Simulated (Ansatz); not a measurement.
The geometry is COD entry 1524619, unchecked; take it as a test cell. It differs from other determinations. The listed cell was then made from it by scaling, straining or moving an atom.

Cu3Pd: DFT, PBEsol, all-electron LAPW, scalar-relativistic (Ansatz 0.2.0). What sets it apart from a plain run of this crystal: volume scaled by 1.06.

Command: `ansatz run input.yaml --threads 1 --pin off --max-ram 4096MiB --backend cpu --events-out ev --progress --plain --runs-dir out` The run took 29 s on 1 thread of Intel(R) Xeon(R) 6975P-C (Granite Rapids), with other jobs on the host, peak memory 0.57 GiB.

```yaml
crystal:
  lattice:
    - [3.7949989251, 0.0, 0.0]
    - [0.0, 3.7949989251, 0.0]
    - [0.0, 0.0, 3.7949989251]
  atoms:
    - { symbol: Cu, position: [0.0, 0.5, 0.5] }
    - { symbol: Cu, position: [0.5, 0.0, 0.5] }
    - { symbol: Cu, position: [0.5, 0.5, 0.0] }
    - { symbol: Pd, position: [0.0, 0.0, 0.0] }
kpoints:
  mp_grid: { grid: [9, 9, 9] }
  band_path:
    path:
      - [0.0, 0.0, 0.0]
      - [0.0, 0.5, 0.0]
      - [0.5, 0.5, 0.0]
      - [0.0, 0.0, 0.0]
      - [0.5, 0.5, 0.5]
      - [0.0, 0.5, 0.0]
      - [0.5, 0.5, 0.5]
      - [0.5, 0.5, 0.0]
    npoints: 5
scf:
  occupations: { method: fermi_dirac, width: 0.05 }
hamiltonian:
  xc: pbesol
  pseudopotentials: { kind: all_electron, lapw: { basis_error: 0.0005 } }
output:
  forces: true
  stress: true
  eigenvalues: true
```

Output (standing set-up lines are left out):

```
LAPW: plane waves up to 8.770 Å⁻¹, error target 5.0e-4 eV per atom; small_component_spin mean_spin; Cu in spheres of 1.322 Å, 19 of its electrons in bands, Dirac shells []; Pd in spheres of 1.361 Å, 28 of its electrons in bands, Dirac shells []
Crystal: 4 atoms, lattice volume = 54.656 Å³
Basis set: ecut = 293.0597656358974 eV, 619 PW (Γ), exchange–correlation at level 2
Space group: Pm-3m (ITA 221), of the structure as read, at distance tolerance 3.8e-5 Å
iter 1 solved again at ethr=3.60e-3 eV; its pass at ethr=1.00e-1 eV (dr2=3.06e0 eV) is discarded
SCF iter   1: F=—  HF=-272238.358062 eV  |F-HF|=—  |Δ(HF+E_count)|=         —  Δρ=6.42e-2  dr2=3.07e0  ethr=3.60e-3  ⟨swp⟩=2.0  Hψ=12147  notcnv=0
preconditioner: auto → Kerker (q_TF=auto, 2.937 Å⁻¹)  [metal: Δε(μ)=0.066 eV  Ē_g=8.981 eV  σ=0.050 eV  W_gap=0.31  n_scr=26 (ndim 8)  ℏωp=32.9 eV  f_vac=0.000  D(μ)=3.47/eV (n_scr^D=32)]
SCF iter   2: F=—  HF=-272238.601287 eV  |F-HF|=—  |Δ(HF+E_count)|=   2.43e-1  Δρ=2.46e-2  dr2=4.08e-1  ethr=3.60e-3  ⟨swp⟩=2.6  Hψ=5346  notcnv=0
SCF iter   3: F=—  HF=-272234.365846 eV  |F-HF|=—  |Δ(HF+E_count)|=    4.24e0  Δρ=1.19e-2  dr2=6.70e-2  ethr=4.80e-4  ⟨swp⟩=3.0  Hψ=5750  notcnv=0
SCF iter   4: F=—  HF=-272234.314580 eV  |F-HF|=—  |Δ(HF+E_count)|=         —  Δρ=1.16e-2  dr2=1.22e-1  ethr=7.88e-5  ⟨swp⟩=2.0  Hψ=5431  notcnv=0
the basis was enlarged: its passes take 131.8 KiB over the memory plan, 1 of 1 planned eigensolver slots
SCF iter   5: F=—  HF=-272234.274225 eV  |F-HF|=—  |Δ(HF+E_count)|=   4.04e-2  Δρ=7.40e-3  dr2=4.62e-2  ethr=7.88e-5  ⟨swp⟩=2.0  Hψ=5028  notcnv=0
SCF iter   6: F=—  HF=-272234.266270 eV  |F-HF|=—  |Δ(HF+E_count)|=   7.96e-3  Δρ=3.51e-3  dr2=1.25e-2  ethr=5.44e-5  ⟨swp⟩=2.0  Hψ=5044  notcnv=0
iter 7 solved again at ethr=1.67e-7 eV; its pass at ethr=1.47e-5 eV (dr2=1.42e-4 eV) is discarded
SCF iter   7: F=—  HF=-272234.264964 eV  |F-HF|=—  |Δ(HF+E_count)|=   1.31e-3  Δρ=5.04e-4  dr2=1.42e-4  ethr=1.67e-7  ⟨swp⟩=2.0  Hψ=8869  notcnv=0
SCF iter   8: F=—  HF=-272234.264940 eV  |F-HF|=—  |Δ(HF+E_count)|=   2.31e-5  Δρ=1.69e-4  dr2=2.10e-5  ethr=1.67e-7  ⟨swp⟩=2.0  Hψ=5203  notcnv=0
SCF iter   9: F=—  HF=-272234.264939 eV  |F-HF|=—  |Δ(HF+E_count)|=   1.50e-6  Δρ=8.91e-5  dr2=1.22e-5  ethr=2.47e-8  ⟨swp⟩=2.0  Hψ=5203  notcnv=0
SCF iter  10: F=—  HF=-272234.264936 eV  |F-HF|=—  |Δ(HF+E_count)|=   2.86e-6  Δρ=3.35e-5  dr2=1.50e-6  ethr=1.44e-8  ⟨swp⟩=2.0  Hψ=5203  notcnv=0
SCF iter  11: F=—  HF=-272234.264935 eV  |F-HF|=—  |Δ(HF+E_count)|=   5.64e-7  Δρ=8.09e-6  dr2=3.87e-8  ethr=1.76e-9  ⟨swp⟩=2.0  Hψ=5203  notcnv=0
SCF iter  12: F=-272234.264935 eV  HF=-272234.264935 eV  |F-HF|=3.89e-8  |Δ(HF+E_count)|=   1.76e-8  Δρ=4.25e-6  dr2=9.76e-9  ethr=4.55e-11  ⟨swp⟩=2.0  Hψ=5203  notcnv=0
SCF 1 converged in 12 iterations: F = -272234.264935 eV  dr2 = 9.76e-9
NSCF: frozen V_eff on 36 k-points
SCF converged after 12 iterations
Free energy (F): -272234.264935 eV
Harris-Foulkes:  -272234.264935 eV  (|F-HF|=3.89e-8)
Internal energy: -272234.251775 eV  (E = F + TS)
E sigma→0 (E₀):  -272234.258355 eV
Entropy (-TS):   -0.013160 eV (-3.290 meV/atom)
Fermi energy:    15.839497 eV
--- Per-component energies (eV) ---
  E_band       = -4382.834123
  E_kinetic    = 280499.734979
  E_xc         = -9263.446229
  E_electrostatic = -543470.540526  (all electrons and nuclei)
  E_smearing   = -0.013160  (= −TS)
  E_closure    = 0.000000  (closes the sum)
  E_atoms      = -272216.727373  (free atoms, spherical and without spin; not in F)
  Σ components = -272234.264935   (vs F -272234.264935, Δ=0.00e0)
  Basis errors (estimates in eV, not in F): energy 1.1e-4 per atom: plane waves 9.8e-5 (5.0e-5 summed), levels above the bands 7.6e-101, relativity 6.9e-9, radial functions 1.3e-5, core shells 7.7e-8; eigenvalues (radial functions only) 4.1e-7; not estimated: angular momenta, meshes, grids; target (lapw.basis_error) 5.0e-4; muffin-tin radii Cu 1.322 Å, Pd 1.361 Å
--- Forces (eV/Å), atoms counted from 1 ---
  atom   1  Cu     0.00000000     0.00000000    -0.00000000
  atom   2  Cu    -0.00000000    -0.00000000     0.00000000
  atom   3  Cu    -0.00000000    -0.00000000     0.00000000
  atom   4  Pd     0.00000000     0.00000000     0.00000000
  max |Σ_I F_I| component: 3.37e-31 eV/Å
--- Stress (GPa, compression-positive) ---
      -14.922220       0.000000       0.000000
        0.000000     -14.922220       0.000000
        0.000000       0.000000     -14.922220
  P = ⅓ Tr σ = -14.9222 GPa (-149.222 kbar)
--- Band table (eV; the first three rows and the last of 35) ---
  k-point 0: bands = ["-308.4809", "-308.4809", "-308.4809", "-308.4714", "-308.4714", "-95.8064", "-95.7995", "-95.7995", "-68.0809", "-53.3668", "-53.3668", "-53.3668", "-53.3192", "-53.3192", "-53.3192", "-53.3146", "-53.3146", "-53.3146", "-33.8325", "-33.8325", "-33.8325", "7.7709", "11.2507", "11.2507", "11.9102", "11.9102", "11.9102", "12.0045", "13.4275", "13.4275", "13.4275", "14.2126", "14.2126", "14.6383", "14.7400", "14.7400", "14.7400", "15.0491", "15.0491", "15.4202", "15.4202", "15.4202", "17.9060", "17.9060", "17.9060", "23.3940", "23.3940", "23.5292", "27.4019", "27.4019", "27.4019"]
  k-point 1: bands = ["-308.4809", "-308.4809", "-308.4809", "-308.4714", "-308.4714", "-95.8062", "-95.7997", "-95.7995", "-68.0809", "-53.3663", "-53.3663", "-53.3659", "-53.3194", "-53.3194", "-53.3192", "-53.3156", "-53.3149", "-53.3149", "-33.8331", "-33.8325", "-33.8325", "7.9115", "11.3008", "11.3160", "11.9488", "11.9554", "11.9554", "12.0434", "13.3843", "13.4619", "13.4619", "14.1760", "14.2255", "14.6028", "14.6028", "14.6038", "14.7401", "14.9800", "15.0098", "15.2032", "15.2032", "15.4177", "17.1661", "18.3161", "18.3161", "23.3750", "23.5070", "24.4565", "27.0703", "27.2104", "27.2104"]
  k-point 2: bands = ["-308.4809", "-308.4809", "-308.4809", "-308.4714", "-308.4714", "-95.8057", "-95.8002", "-95.7995", "-68.0808", "-53.3650", "-53.3650", "-53.3633", "-53.3200", "-53.3200", "-53.3193", "-53.3183", "-53.3157", "-53.3157", "-33.8346", "-33.8325", "-33.8325", "8.3260", "11.3860", "11.4949", "12.0590", "12.0906", "12.0906", "12.1622", "13.2620", "13.5638", "13.5638", "14.0732", "14.1933", "14.1933", "14.2595", "14.4956", "14.7403", "14.7629", "14.8558", "14.8558", "14.9147", "15.4114", "15.8217", "19.2579", "19.2579", "23.3218", "23.6133", "26.2217", "26.2217", "26.3992", "26.6370"]
  k-point 34: bands = ["-308.4809", "-308.4809", "-308.4809", "-308.4714", "-308.4714", "-95.8019", "-95.8017", "-95.8017", "-68.0805", "-53.3902", "-53.3405", "-53.3405", "-53.3389", "-53.3388", "-53.3388", "-53.3054", "-53.3054", "-53.3053", "-33.8362", "-33.8361", "-33.8361", "11.0592", "11.1264", "11.1264", "12.0050", "13.2364", "13.2364", "13.3516", "13.4129", "13.4129", "13.4617", "13.4617", "13.4990", "14.4430", "14.4430", "14.4505", "14.6373", "14.9124", "14.9124", "15.0148", "15.0148", "15.2419", "15.9261", "16.1860", "16.1860", "20.3238", "20.3238", "20.5838", "21.3253", "34.1141", "34.1141"]
```

Spin polarisation is left out, and whether a magnetic state lies lower isn't shown here.
